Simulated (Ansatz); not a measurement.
## Profile along the Pd–Pd line in Pd (fcc, Cu type)

Pd (fcc, Cu type), conventional cell a = 3.9426 Å, b = 3.9426 Å, c = 3.9426 Å, α = 90.00°, β = 90.00°, γ = 90.00°. The calculation uses the primitive cell of 1 atom, to which meshes and values per cell refer.

Fields along a shortest Pd–Pd line of a {110} plane (2.79 Å), from Pd to Pd, interpolated on the slice's grid (step about 0.2 Å). These are PBE (plane waves to 420 eV, PAW, scalar-relativistic; Ansatz, a first-principles code) values and carry that method's errors. k mesh 20×20×20. Near the nuclei the fields are pseudised (PAW); where an atom keeps semicore shells as valence, they peak there. Pd is run without spin polarisation. Pd was relaxed with its symmetry unable to fall. The PAW data are Ansatz's earlier set.

| distance from Pd (Å) | valence electron density (e/Å³) | electron localisation function |
|---|---|---|
| 0.00 | 17.07 | x |
| 0.14 | 16.15 | x |
| 0.28 | 13.65 | x |
| 0.42 | 10.19 | x |
| 0.56 | 6.50 | 0.41 |
| 0.70 | 3.40 | 0.43 |
| 0.84 | 1.56 | 0.40 |
| 0.98 | 0.74 | 0.30 |
| 1.12 | 0.43 | 0.22 |
| 1.26 | 0.31 | 0.20 |
| 1.40 | 0.28 | 0.20 |
| 1.53 | 0.31 | 0.20 |
| 1.67 | 0.43 | 0.22 |
| 1.81 | 0.74 | 0.30 |
| 1.95 | 1.56 | 0.40 |
| 2.09 | 3.40 | 0.43 |
| 2.23 | 6.50 | 0.41 |
| 2.37 | 10.19 | x |
| 2.51 | 13.65 | x |
| 2.65 | 16.15 | x |
| 2.79 | 17.07 | x |

x: too close to a nucleus for the ELF to mean much.

Density on the Pd–Pd line (2.79 Å) at its midpoint: 0.28 e/Å³. ELF at that point: 0.20.
